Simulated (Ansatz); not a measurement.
Mg$_{6}$Cu$_{16}$Si$_{7}$:
```xyz
29
Lattice="0.0000 5.7927 5.7927 5.7927 0.0000 5.7927 5.7927 5.7927 0.0000" Properties=species:S:1:pos:R:3 pbc="T T T"
Mg     5.7927     9.2203     5.7927
Mg     5.7927     2.3650     5.7927
Mg     2.3650     5.7927     5.7927
Mg     9.2203     5.7927     5.7927
Mg     5.7927     5.7927     9.2203
Mg     5.7927     5.7927     2.3650
Si     5.7927     5.7927     5.7927
Si     2.8963     5.7927     2.8963
Si     5.7927     2.8963     2.8963
Si     2.8963     0.0000     2.8963
Si     0.0000     2.8963     2.8963
Si     2.8963     2.8963     5.7927
Si     2.8963     2.8963     0.0000
Cu     7.1842     7.1842     7.1842
Cu     4.4011     4.4011     4.4011
Cu     4.4011     7.1842     7.1842
Cu     7.1842     4.4011     4.4011
Cu     4.4011     4.4011     7.1842
Cu     7.1842     7.1842     4.4011
Cu     7.1842     4.4011     7.1842
Cu     4.4011     7.1842     4.4011
Cu     9.6383     9.6383     9.6383
Cu     1.9470     1.9470     1.9470
Cu     1.9470     3.8457     3.8457
Cu     9.6383     7.7396     7.7396
Cu     7.7396     7.7396     9.6383
Cu     3.8457     3.8457     1.9470
Cu     3.8457     1.9470     3.8457
Cu     7.7396     9.6383     7.7396
```

Relaxed with r²SCAN.

Task: Which orbitals make up the states near the Fermi level in r²SCAN (plane waves, PAW; program Ansatz)?

Result: Within 0.5 eV of the Fermi level: Si 3p 36 %, Cu 3d 19 %, Cu 4s 9 %, Mg 3s 7 %, outside the projected shells 25 %. Projections are on Löwdin-orthogonalised atomic valence shells; empty p or d shells of many metals are not among them.

Task: Tabulate the density of states.

Result: States/eV per cell of 29 atoms, in 0.25 eV bins, energy from the Fermi level.

| E (eV) | total | Cu 3d | Si 3p | Cu 4s |
|---|---|---|---|---|
| -7.85 | 1.29 | 0.12 | 0.57 | 0.46 |
| -7.60 | 3.16 | 0.42 | 1.43 | 0.99 |
| -7.35 | 8.47 | 1.47 | 3.79 | 2.33 |
| -7.10 | 12.66 | 2.80 | 5.45 | 2.76 |
| -6.85 | 11.75 | 3.22 | 4.81 | 2.03 |
| -6.60 | 13.21 | 4.81 | 4.84 | 1.72 |
| -6.35 | 9.00 | 4.01 | 3.02 | 1.04 |
| -6.10 | 9.16 | 4.36 | 2.87 | 0.90 |
| -5.85 | 13.76 | 7.38 | 4.14 | 1.49 |
| -5.60 | 16.64 | 10.33 | 4.29 | 1.28 |
| -5.35 | 23.20 | 15.60 | 5.12 | 1.49 |
| -5.10 | 39.71 | 30.67 | 5.39 | 1.31 |
| -4.85 | 51.22 | 41.57 | 6.26 | 0.73 |
| -4.60 | 51.32 | 45.99 | 3.38 | 0.33 |
| -4.35 | 75.44 | 69.66 | 3.55 | 0.35 |
| -4.10 | 42.75 | 39.85 | 1.30 | 0.35 |
| -3.85 | 63.38 | 60.54 | 1.36 | 0.56 |
| -3.60 | 86.56 | 83.59 | 1.15 | 0.76 |
| -3.35 | 90.30 | 86.42 | 0.90 | 1.45 |
| -3.10 | 50.93 | 46.68 | 1.86 | 1.05 |
| -2.85 | 18.63 | 13.58 | 2.75 | 1.18 |
| -2.60 | 14.21 | 9.05 | 2.79 | 0.93 |
| -2.35 | 15.01 | 8.41 | 3.43 | 1.23 |
| -2.10 | 15.58 | 7.56 | 4.29 | 1.18 |
| -1.85 | 13.70 | 5.91 | 4.89 | 0.70 |
| -1.60 | 7.41 | 2.84 | 2.44 | 0.50 |
| -1.35 | 7.16 | 2.58 | 2.32 | 0.66 |
| -1.10 | 7.93 | 2.52 | 2.74 | 0.71 |
| -0.85 | 10.14 | 3.00 | 4.02 | 0.68 |
| -0.60 | 10.09 | 2.68 | 4.18 | 0.60 |
| -0.35 | 8.04 | 1.80 | 3.12 | 0.57 |
| -0.10 | 5.72 | 1.04 | 1.85 | 0.69 |
| 0.15 | 5.22 | 0.91 | 1.87 | 0.37 |
| 0.40 | 5.38 | 0.82 | 1.83 | 0.70 |
| 0.65 | 5.77 | 0.82 | 1.92 | 0.80 |
| 0.90 | 5.02 | 0.61 | 1.53 | 0.91 |
| 1.15 | 8.94 | 0.99 | 1.86 | 2.45 |
| 1.40 | 7.47 | 0.75 | 1.22 | 2.25 |
| 1.65 | 9.39 | 0.80 | 1.15 | 2.35 |
| 1.90 | 8.10 | 0.60 | 0.90 | 1.99 |
| 2.15 | 9.14 | 0.63 | 1.08 | 2.04 |
| 2.40 | 11.25 | 0.71 | 1.38 | 2.25 |
| 2.65 | 12.42 | 0.73 | 1.67 | 2.24 |
| 2.90 | 9.48 | 0.52 | 1.27 | 1.77 |
| 3.15 | 8.66 | 0.42 | 1.23 | 1.51 |
| 3.40 | 11.05 | 0.52 | 1.72 | 1.97 |
| 3.65 | 11.02 | 0.48 | 1.69 | 1.93 |
| 3.90 | 9.22 | 0.38 | 1.45 | 1.72 |
| 4.15 | 9.93 | 0.38 | 1.60 | 1.89 |
| 4.40 | 10.88 | 0.38 | 1.63 | 1.92 |
| 4.65 | 10.77 | 0.32 | 1.41 | 1.81 |

Space group Fm-3m. The first step of the workflow began from a Materials Project structure, measured or hypothetical; the Crystallography Open Database files this formula in space group No. 225, but the cells were not matched. Whether it is the stable phase at ambient conditions was not checked. The cell was relaxed with r²SCAN under the symmetry of its start; whether a distortion lowers the energy is not shown. No spin polarisation was allowed.

Potentials: the later of the program's two PAW sets.
